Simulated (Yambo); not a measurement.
A G0W0@PBE run in Yambo for a free-standing PtSe2/SnS2 heterobilayer (symmetry P3m1, slab cell 25.9 Å high) (6×6×1 Γ-centred k mesh, bands 27 to 230 and a 6 Ry block in the screening, 230 bands in G with the Bruneval-Gonze terminator, plasmon pole fitted at 27.2 eV, slab-truncated Coulomb interaction, stochastic integration of W near q = 0) gives these matrix elements, in eV, at the band edges ((0, 0.167) → M):

```tsv
state	E0	<Vxc>	<Σx>	<Σc(E0)>	Z
valence edge	0.000	-15.534	-17.305	1.643	0.732
conduction edge	0.362	-13.034	-9.712	-2.634	0.739
```

Task: Solve the linearised quasiparticle equation for both states, give the gap, and say how exchange and correlation each act on it.

Result: E = E0 + Z(Σx + Σc − Vxc). Valence: 0.000 + 0.732 × (-17.305 + (1.643) − (-15.534)) = -0.09 eV. Conduction: 0.362 + 0.739 × (-9.712 + (-2.634) − (-13.034)) = 0.87 eV. The gap is 0.96 eV, against 0.36 eV in PBE. Replacing Vxc by bare exchange alone would open it by 5.09 eV; correlation takes back 4.28 eV of that, and Z scales what is left. Convergence of the G0W0 settings was not tested. Without spin-orbit coupling, band edges of such heavy elements can be off by tenths of an eV.

Geometry relaxed with PBE+D3(BJ); primitive cell a = 3.704 Å, b = 3.704 Å, c = 25.900 Å, α = 90.00°, β = 90.00°, γ = 120.00°.

The potentials are those of PseudoDojo's stringent table.
